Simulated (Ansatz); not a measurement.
LiPb under pressure

The calculation used DFT LDA, scalar-relativistic, plane waves, PAW (Ansatz). Plane waves to 420 eV; Γ-centred k mesh 12×12×12; Fermi-Dirac smearing of 0.15 eV. No spin polarisation. Phonons by linear response, acoustic sum rule imposed.

Equilibrium structure at this level:
```cif
data_structure
_symmetry_space_group_name_H-M 'P 1'
_symmetry_Int_Tables_number 1
_cell_length_a 3.4657
_cell_length_b 3.4657
_cell_length_c 3.4657
_cell_angle_alpha 90.000
_cell_angle_beta 90.000
_cell_angle_gamma 90.000
_cell_volume 41.63
loop_
_atom_site_label
_atom_site_type_symbol
_atom_site_fract_x
_atom_site_fract_y
_atom_site_fract_z
_atom_site_occupancy
Li1 Li 0.50000 0.50000 0.50000 1
Pb1 Pb 0.00000 0.00000 0.00000 1
```

In a metal, frequencies and elastic constants depend on the k mesh and the smearing, soft modes and shear constants most. Spin–orbit coupling is left out, which matters for heavy elements.

Q: The cell is relaxed again at 2 and 6 GPa. How do volume, gap and optical modes at Γ (cm⁻¹, counted from the lowest optical one; a degenerate one stands once) change?

A:
```
          0 GPa  2 GPa  6 GPa
    V/V0  1.000  0.956  0.890
gap (eV)   0.00   0.00   0.00
  mode 1    257    274    301
```